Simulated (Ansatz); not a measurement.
**AlInSb₂: computed property card**

AlInSb$_{2}$:
```xyz
4
Lattice="2.2196 1.2815 7.2421 -2.2196 1.2815 7.2421 0.0000 -2.5629 7.2421" Properties=species:S:1:pos:R:3 pbc="T T T"
Al     0.0000     0.0000    21.7142
In     0.0000     0.0000    10.8774
Sb     0.0000     0.0000     2.6254
Sb     0.0000     0.0000    13.6670
```

Space group R3m (No. 160); conventional cell a = b = 4.4391 Å, c = 21.7262 Å, α = β = 90.00°, γ = 120.00°.

Method: plane-wave PAW LDA (Ansatz code). The cell and atoms are relaxed at this level. Other levels are named where they apply.

**Cell and energy**

- Volume per atom = 30.90 Å³
- Density = 5.18 g/cm³
- Formation energy from the elements (no fitted shifts) = -0.10 eV/atom

**Electronic structure**

- Band gap = 0.46 eV (direct)
- Valence-band maximum = at Γ
- Conduction-band minimum = at Γ
- Electron effective mass = 0.031, 0.031, 0.058 mₑ (principal values)
- Hole effective mass, band 1 of 2 at the edge = 0.45 along x, 0.81 along z (mₑ)
- Hole effective mass, band 2 of 2 at the edge = 0.028 along x, 0.81 along z (mₑ)

**Mechanics**

Bulk modulus (Birch–Murnaghan fit): 50.8 GPa
Pressure derivative B′: 4.7
Elastic constants (relaxed ions, GPa): C11 = 90.2, C12 = 33.8, C13 = 28.9, C14 = -7.4, C33 = 96.1, C44 = 22.8
Mechanical stability: stable (all eigenvalues of C positive)
Hill bulk and shear moduli: 51.1 and 25.8 GPa
Young's modulus: 66.3 GPa
Poisson's ratio: 0.28
Debye temperature from the elastic constants: 236 K
Piezoelectric stress constants (proper, relaxed ions, C/m²): e15 = e24 = 0.09, e16 = e21 = e33 = -0.10, e22 = 0.10

**Phonons**

Highest zone-centre frequency (without LO–TO term): 38.6 meV
Zone-centre stability: no imaginary mode at Γ

The workflow started from a Materials Project entry (that database holds measured and hypothetical structures alike); the Crystallography Open Database copy checked does not list it. With Al and In taken as one species the cell has the higher symmetry F-43m, so it may be an ordered model of a mixed-site phase. Its standing as an ambient phase is unchecked. The LDA relaxation kept the symmetry of its start. Signs of piezoelectric constants follow the polarity of the cell as given. The references are the lowest solids computed at this level, not always the standard phases. Spin–orbit coupling is left out wherever it is not named.

Potentials: the later of the program's two PAW sets.
